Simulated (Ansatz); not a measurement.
An ordered 4-atom cell of Li₂ClF on the rocksalt lattice (P4/mmm), relaxed with r2SCAN in the plane-wave code Ansatz. The symmetry is P4/mmm (No. 123, tetragonal); conventional cell a = 3.343 Å, c = 4.601 Å, 12.86 Å³ an atom. Around F lie 6 Li at 2.30–2.36 Å; around Li lie 2 F at 2.30 Å and 4 Cl at 2.36 Å; around Cl lie 6 Li at 2.30–2.36 Å; around Li lie 2 Cl at 2.30 Å and 4 F at 2.36 Å.

The axes x, y and z are those of this cell:
```yaml
crystal:
  lattice:
    - [3.34315, 0.00000, 0.00000]
    - [0.00000, 3.34315, 0.00000]
    - [0.00000, 0.00000, 4.60128]
  atoms:
    - { symbol: F, position: [0.00000, 0.00000, 0.00000] }
    - { symbol: Li, position: [0.00000, 0.00000, 0.50000] }
    - { symbol: Cl, position: [0.50000, 0.50000, 0.50000] }
    - { symbol: Li, position: [0.50000, 0.50000, 0.00000] }
```

Unstrained: PBE gives a direct gap of 6.592 eV at R. r2SCAN gives a direct gap of 7.312 eV at R. With HSE06 the gap is 8.058 eV and direct, at R. Meshes: PBE 8×8×6, r2SCAN 8×8×6, HSE06 6×6×4. Strains are changes of length per length. After each strain the atoms were relaxed again with r2SCAN within the symmetry that the strain leaves, so tilts or polar shifts that break it weren't tested; points keep the names that they have in the unstrained zone. Values at 0 K without nuclear motion; spin polarisation is off, and the phase may be a hypothetical one.

Question: Apply uniaxial -1.3 % along x, other directions held. How far does the gap move, against the unstrained cell?

Answer: PBE: the gap goes from 6.592 to 6.509 eV (-0.083 eV); it turns from direct (R) to indirect (R → R [(1/2, 0, 1/2)]); least and direct gap lie within 0.04 eV, so its kind isn't settled. r2SCAN: the gap goes from 7.312 to 7.224 eV (-0.088 eV); it turns from direct (R) to indirect (R → R [(1/2, 0, 1/2)]); least and direct gap lie within 0.04 eV, so its kind isn't settled. HSE06: the gap goes from 8.058 to 7.972 eV (-0.086 eV); it turns from direct (R) to indirect (R → R [(1/2, 0, 1/2)]); least and direct gap lie within 0.04 eV, so its kind isn't settled. The r2SCAN energy rises by 0.7 meV an atom.

Question: Apply epitaxial +4.07 % in the xy plane, free normal strain -2.16 %. How far does the gap move, against the unstrained cell?

Answer: PBE: the gap goes from 6.592 to 6.576 eV (-0.016 eV); the edges move from R to Γ. r2SCAN: the gap goes from 7.312 to 7.343 eV (+0.031 eV); it turns from direct (R) to indirect (Γ → R). HSE06: the gap goes from 8.058 to 8.203 eV (+0.145 eV). The r2SCAN energy rises by 10.0 meV an atom.

The meshes of the hybrids are coarse, so their gaps aren't converged to the digits shown.
